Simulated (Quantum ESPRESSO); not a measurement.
## GaSi3O7F (one run as intended and one with a planted mistake)

A calculation, not a measurement. The program is pw.x of Quantum ESPRESSO 7.5 (plane-wave density functional theory). The cell is made up: 12 atoms on a rutile lattice, with randomly drawn elements, strain and displacements, not relaxed. PseudoDojo standard norm-conserving files (v0.5 for PBE, v0.4.1 for LDA and PBEsol) set the functional; there is no spin polarisation, spin-orbit coupling or dispersion term, and the masses in the input are unused placeholders.

Intended input:

```
&control calculation='scf', pseudo_dir='./dojo.nc.sr.pbe.v0_5.standard.upf', outdir='./o', disk_io='low', tprnfor=.true., tstress=.true. /
&system ibrav=0, nat=12, ntyp=4, nbnd=43, ecutwfc=84.00895049, nosym=.true., tot_charge=0,
 occupations='smearing', smearing='fd', degauss=0.0018374661
/
&electrons conv_thr=7.350e-09, electron_maxstep=60, /
ATOMIC_SPECIES
F 1.0 F.upf
Ga 1.0 Ga.upf
O 1.0 O.upf
Si 1.0 Si.upf
CELL_PARAMETERS angstrom
4.2441 0.0242 -0.0132
0.0242 4.2425 0.0082
-0.0168 0.0104 5.5682
ATOMIC_POSITIONS angstrom
Ga -0.1608 0.0325 0.0664
Si 1.9732 2.0589 1.4317
Si -0.0806 0.1378 2.7496
Si 2.0008 2.0585 4.2394
O 1.3743 1.3078 -0.0487
O 2.9252 2.9596 -0.1296
O 3.3017 0.7443 1.4306
O 0.7507 3.3797 1.3132
O 1.3025 1.284 2.7916
O 2.9611 2.9686 2.7986
F 3.435 0.7904 4.1413
O 0.8303 3.3919 4.1223
K_POINTS automatic
5 5 4 1 1 1
```

The log is shortened where brackets say so; the opening notice, blank lines, dates and the lines on written files are dropped, and the path of the files is cut. It prints rydbergs, bohrs and kilobars, and counts compression as positive stress. Where no state is partly filled, the Fermi energy that it prints is only some level between the filled and the empty states on the mesh, and need not lie in the true gap.

Log of the intended run:

```
     Program PWSCF v.7.5
     Parallel version (MPI & OpenMP), running on       4 processor cores
     Number of MPI processes:                 4
     Threads/MPI process:                     1
     [start-up lines left out]
     bravais-lattice index     =            0
     lattice parameter (alat)  =       8.0204  a.u.
     unit-cell volume          =     676.5487 (a.u.)^3
     number of atoms/cell      =           12
     number of atomic types    =            4
     number of electrons       =        74.00
     number of Kohn-Sham states=           43
     kinetic-energy cutoff     =      84.0090  Ry
     charge density cutoff     =     336.0358  Ry
     scf convergence threshold =      7.3E-09
     mixing beta               =       0.7000
     number of iterations used =            8  plain     mixing
     Exchange-correlation= PBE
                           (   1   4   3   4   0   0   0)
     [axes and pseudopotential details left out]
   Cartesian axes
     site n.     atom                  positions (alat units)
         1        Ga     tau(   1) = (  -0.0378871   0.0076575   0.0156449  )
         2        Si     tau(   2) = (   0.4649180   0.4851103   0.3373318  )
         3        Si     tau(   3) = (  -0.0189907   0.0324679   0.6478504  )
         4        Si     tau(   4) = (   0.4714210   0.4850160   0.9988715  )
         5        O      tau(   5) = (   0.3238074   0.3081389  -0.0114745  )
         6        O      tau(   6) = (   0.6892246   0.6973298  -0.0305359  )
         7        O      tau(   7) = (   0.7779342   0.1753692   0.3370726  )
         8        O      tau(   8) = (   0.1768771   0.7963122   0.3094113  )
         9        O      tau(   9) = (   0.3068902   0.3025313   0.6577463  )
        10        O      tau(  10) = (   0.6976833   0.6994504   0.6593956  )
        11        F      tau(  11) = (   0.8093418   0.1862311   0.9757576  )
        12        O      tau(  12) = (   0.1956322   0.7991867   0.9712808  )
     number of k points=    50  Fermi-Dirac smearing, width (Ry)=  0.0018
                       cart. coord. in units 2pi/alat
        k(    1) = (   0.0997327   0.0992866   0.0953929), wk =   0.0400000
        k(    2) = (   0.1003275   0.0989148   0.2859502), wk =   0.0400000
     [further k points left out]
     Dense  grid:    70437 G-vectors     FFT dimensions: (  48,  48,  64)
     Estimated max dynamical RAM per process >     179.72 MB
     Estimated total dynamical RAM >     667.30 MB
     Initial potential from superposition of free atoms
     starting charge      73.9955, renormalised to      74.0000
     Starting wfcs are   53 randomized atomic wfcs
     total cpu time spent up to now is        4.9 secs
     per-process dynamical memory:   141.0 Mb
     Self-consistent Calculation
     iteration #  1     ecut=    84.01 Ry     beta= 0.70
     Davidson diagonalization with overlap
     ethr =  1.00E-02,  avg # of iterations =  2.9
     total cpu time spent up to now is       14.0 secs
     total energy              =    -458.62156391 Ry
     estimated scf accuracy    <       2.59563915 Ry
     iteration #  2     ecut=    84.01 Ry     beta= 0.70
     Davidson diagonalization with overlap
     ethr =  3.51E-03,  avg # of iterations =  2.1
     total cpu time spent up to now is       22.4 secs
     total energy              =    -459.38895481 Ry
     estimated scf accuracy    <       1.65709047 Ry
     [iterations 3 to 10 left out]
     iteration # 11     ecut=    84.01 Ry     beta= 0.70
     Davidson diagonalization with overlap
     ethr =  4.49E-11,  avg # of iterations =  2.0
     total cpu time spent up to now is      111.1 secs
     total energy              =    -459.69911916 Ry
     estimated scf accuracy    <       0.00000001 Ry
     iteration # 12     ecut=    84.01 Ry     beta= 0.70
     Davidson diagonalization with overlap
     ethr =  1.44E-11,  avg # of iterations =  2.0
     total cpu time spent up to now is      118.5 secs
     End of self-consistent calculation
     [lines on levels left out]
     the Fermi energy is    13.0603 ev
!    total energy              =    -459.69911916 Ry
     estimated scf accuracy    <          1.7E-09 Ry
     smearing contrib. (-TS)   =       0.00000000 Ry
     internal energy E=F+TS    =    -459.69911916 Ry
     The total energy is F=E-TS. E is the sum of the following terms:
     one-electron contribution =    -123.81924163 Ry
     hartree contribution      =     123.08056716 Ry
     xc contribution           =    -122.64910341 Ry
     ewald contribution        =    -336.31134128 Ry
     convergence has been achieved in  12 iterations
     Forces acting on atoms (cartesian axes, Ry/au):
     atom    1 type  2   force =     0.14953244   -0.12385491   -0.05269851
     atom    2 type  4   force =     0.08478966    0.15815318   -0.06095272
     atom    3 type  4   force =     0.11851156   -0.27549947   -0.04244224
     atom    4 type  4   force =    -0.00150595    0.29220151   -0.07143315
     atom    5 type  3   force =    -0.05085167   -0.06449302    0.06387189
     atom    6 type  3   force =    -0.08635662   -0.13744811    0.02712507
     atom    7 type  3   force =    -0.09596025    0.16955882    0.12699429
     atom    8 type  3   force =     0.10152099   -0.06702321    0.16573470
     atom    9 type  3   force =    -0.05661899   -0.04191314    0.03194914
     atom   10 type  3   force =    -0.04490246   -0.06309740   -0.00620413
     atom   11 type  1   force =    -0.09340747    0.12044506   -0.11771388
     atom   12 type  3   force =    -0.02475124    0.03297069   -0.06423046
     Total force =     0.669196     Total SCF correction =     0.000037
     Computing stress (Cartesian axis) and pressure
          total   stress  (Ry/bohr**3)                   (kbar)     P=      168.36
   0.00123918  -0.00018819  -0.00018823          182.29      -27.68      -27.69
  -0.00018819   0.00066083  -0.00027223          -27.68       97.21      -40.05
  -0.00018823  -0.00027223   0.00153336          -27.69      -40.05      225.56
     init_run     :      4.50s CPU      4.74s WALL (       1 calls)
     electrons    :    113.09s CPU    113.66s WALL (       1 calls)
     forces       :      1.42s CPU      1.44s WALL (       1 calls)
     stress       :      5.01s CPU      5.03s WALL (       1 calls)
     [timing details left out]
     PWSCF        :   2m 4.26s CPU   2m 5.15s WALL
     JOB DONE.
```

A second run has one planted mistake: two atoms have their elements exchanged. The input lines that differ, file-writing options aside:

```
- O 2.9611 2.9686 2.7986
+ F 2.9611 2.9686 2.7986
- F 3.435 0.7904 4.1413
+ O 3.435 0.7904 4.1413
```

Its log:

```
     Program PWSCF v.7.5
     Parallel version (MPI & OpenMP), running on       4 processor cores
     Number of MPI processes:                 4
     Threads/MPI process:                     1
     [start-up lines left out]
     bravais-lattice index     =            0
     lattice parameter (alat)  =       8.0204  a.u.
     unit-cell volume          =     676.5487 (a.u.)^3
     number of atoms/cell      =           12
     number of atomic types    =            4
     number of electrons       =        74.00
     number of Kohn-Sham states=           43
     kinetic-energy cutoff     =      84.0090  Ry
     charge density cutoff     =     336.0358  Ry
     scf convergence threshold =      7.3E-09
     mixing beta               =       0.7000
     number of iterations used =            8  plain     mixing
     Exchange-correlation= PBE
                           (   1   4   3   4   0   0   0)
     [axes and pseudopotential details left out]
   Cartesian axes
     site n.     atom                  positions (alat units)
         1        Ga     tau(   1) = (  -0.0378871   0.0076575   0.0156449  )
         2        Si     tau(   2) = (   0.4649180   0.4851103   0.3373318  )
         3        Si     tau(   3) = (  -0.0189907   0.0324679   0.6478504  )
         4        Si     tau(   4) = (   0.4714210   0.4850160   0.9988715  )
         5        O      tau(   5) = (   0.3238074   0.3081389  -0.0114745  )
         6        O      tau(   6) = (   0.6892246   0.6973298  -0.0305359  )
         7        O      tau(   7) = (   0.7779342   0.1753692   0.3370726  )
         8        O      tau(   8) = (   0.1768771   0.7963122   0.3094113  )
         9        O      tau(   9) = (   0.3068902   0.3025313   0.6577463  )
        10        F      tau(  10) = (   0.6976833   0.6994504   0.6593956  )
        11        O      tau(  11) = (   0.8093418   0.1862311   0.9757576  )
        12        O      tau(  12) = (   0.1956322   0.7991867   0.9712808  )
     number of k points=    50  Fermi-Dirac smearing, width (Ry)=  0.0018
                       cart. coord. in units 2pi/alat
        k(    1) = (   0.0997327   0.0992866   0.0953929), wk =   0.0400000
        k(    2) = (   0.1003275   0.0989148   0.2859502), wk =   0.0400000
     [further k points left out]
     Dense  grid:    70437 G-vectors     FFT dimensions: (  48,  48,  64)
     Estimated max dynamical RAM per process >     179.72 MB
     Estimated total dynamical RAM >     667.30 MB
     Initial potential from superposition of free atoms
     starting charge      73.9955, renormalised to      74.0000
     Starting wfcs are   53 randomized atomic wfcs
     total cpu time spent up to now is        5.1 secs
     per-process dynamical memory:   146.0 Mb
     Self-consistent Calculation
     iteration #  1     ecut=    84.01 Ry     beta= 0.70
     Davidson diagonalization with overlap
     ethr =  1.00E-02,  avg # of iterations =  2.9
     total cpu time spent up to now is       12.6 secs
     total energy              =    -458.64174834 Ry
     estimated scf accuracy    <       2.64369130 Ry
     iteration #  2     ecut=    84.01 Ry     beta= 0.70
     Davidson diagonalization with overlap
     ethr =  3.57E-03,  avg # of iterations =  2.4
     total cpu time spent up to now is       23.7 secs
     total energy              =    -459.33681529 Ry
     estimated scf accuracy    <       2.02177428 Ry
     [iterations 3 to 10 left out]
     iteration # 11     ecut=    84.01 Ry     beta= 0.70
     Davidson diagonalization with overlap
     ethr =  1.10E-10,  avg # of iterations =  2.1
     total cpu time spent up to now is      111.1 secs
     total energy              =    -459.75376768 Ry
     estimated scf accuracy    <          7.4E-09 Ry
     iteration # 12     ecut=    84.01 Ry     beta= 0.70
     Davidson diagonalization with overlap
     ethr =  9.95E-12,  avg # of iterations =  3.2
     total cpu time spent up to now is      120.9 secs
     End of self-consistent calculation
     [lines on levels left out]
     the Fermi energy is    11.2006 ev
!    total energy              =    -459.75376768 Ry
     estimated scf accuracy    <          2.9E-09 Ry
     smearing contrib. (-TS)   =      -0.00000000 Ry
     internal energy E=F+TS    =    -459.75376768 Ry
     The total energy is F=E-TS. E is the sum of the following terms:
     one-electron contribution =    -120.41053988 Ry
     hartree contribution      =     121.70524354 Ry
     xc contribution           =    -122.67612672 Ry
     ewald contribution        =    -338.37234462 Ry
     convergence has been achieved in  12 iterations
     Forces acting on atoms (cartesian axes, Ry/au):
     atom    1 type  2   force =     0.10673500   -0.04462306   -0.16297550
     atom    2 type  4   force =     0.00504597    0.04832887   -0.18709686
     atom    3 type  4   force =     0.13227677   -0.09036839    0.09985859
     atom    4 type  4   force =     0.02796525    0.09008216    0.04711986
     atom    5 type  3   force =    -0.05660489   -0.04970512    0.11219288
     atom    6 type  3   force =    -0.09023245   -0.12683882    0.06141444
     atom    7 type  3   force =    -0.09848929    0.15949929    0.16235585
     atom    8 type  3   force =     0.10396226   -0.07712810    0.20620733
     atom    9 type  3   force =    -0.00931297    0.01248143   -0.01886242
     atom   10 type  1   force =    -0.02653639   -0.03531252   -0.03517929
     atom   11 type  3   force =    -0.11799869    0.13894572   -0.17356267
     atom   12 type  3   force =     0.02318944   -0.02536145   -0.11147220
     Total force =     0.609797     Total SCF correction =     0.000065
     Computing stress (Cartesian axis) and pressure
          total   stress  (Ry/bohr**3)                   (kbar)     P=      182.73
   0.00126623   0.00080245  -0.00013167          186.27      118.04      -19.37
   0.00080245   0.00112938  -0.00030448          118.04      166.14      -44.79
  -0.00013167  -0.00030448   0.00133100          -19.37      -44.79      195.80
     init_run     :      4.47s CPU      4.69s WALL (       1 calls)
     electrons    :    115.24s CPU    115.85s WALL (       1 calls)
     forces       :      1.82s CPU      1.85s WALL (       1 calls)
     stress       :      5.47s CPU      5.47s WALL (       1 calls)
     [timing details left out]
     PWSCF        :   2m 7.39s CPU   2m 8.34s WALL
     JOB DONE.
```

|  | intended run | run with the mistake |
| --- | --- | --- |
| free energy (eV) | -6254.525 | -6255.269 |
| smearing term -TS (eV) | 0.0000 | 0.0000 |
| pressure (GPa) | 16.84 | 18.27 |
| largest force component (eV/Å) | 7.513 | 5.302 |
| largest change of a force component (eV/Å) |  | 5.197 |
| iterations | 12 | 12 |

For scale, a rerun of the intended cell at 1437 eV and a 7 x 7 x 6 mesh moved values by no more than 0.004 eV in energy, 0.04 GPa in stress and 0.003 eV/Å in force.